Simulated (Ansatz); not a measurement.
MoS2 in space group P6_3/mmc (No. 194; Mo on 2b, S on 4f), the program Ansatz at the PBE+D3(BJ) level (PAW). The conduction-band minimum lies on the K–Γ line, 44 % of the way from K, with 6 equivalent valleys. Second derivatives d²E/dk² of the lowest band at one valley (eV·Å²), along Cartesian directions:

```json
[
 {"direction": "[100]", "d²E/dk²": "9.804"},
 {"direction": "[010]", "d²E/dk²": "11.29"},
 {"direction": "[001]", "d²E/dk²": "15.87"},
 {"direction": "[110]", "d²E/dk²": "11.76"},
 {"direction": "[101]", "d²E/dk²": "12.84"},
 {"direction": "[011]", "d²E/dk²": "13.58"}
]
```

**Question.** Find the principal effective masses, the density-of-states mass and the conductivity mass.

**Answer.** Off-diagonal terms follow from H_xy = H[110] − (H_xx + H_yy)/2, and m*/mₑ = 7.620 eV·Å² over each eigenvalue: 0.48, 0.64, 0.84. One valley's DOS mass (m₁m₂m₃)^(1/3) = 0.63, conductivity mass 3/(Σ 1/mᵢ) = 0.62 mₑ.

**Question.** What effective density of states Nc follows at 300 K for parabolic valleys?

**Answer.** Nc = 2.509e19 × 6 × (0.63)^(3/2) ≈ 7.5e19 cm⁻³.

The first step of the workflow began from a Materials Project structure, measured or hypothetical. Its sites differ from those of the usual phase in this space group: another stacking or structure type. The PBE+D3(BJ) relaxation kept the symmetry of its start; whether a distortion lowers the energy is not shown. The run is not spin-polarised. Spin–orbit coupling is left out wherever it is not named.

Potentials: the later of the program's two PAW sets.

Edges and masses are those of Kohn–Sham bands, whose gap is no quasiparticle gap.
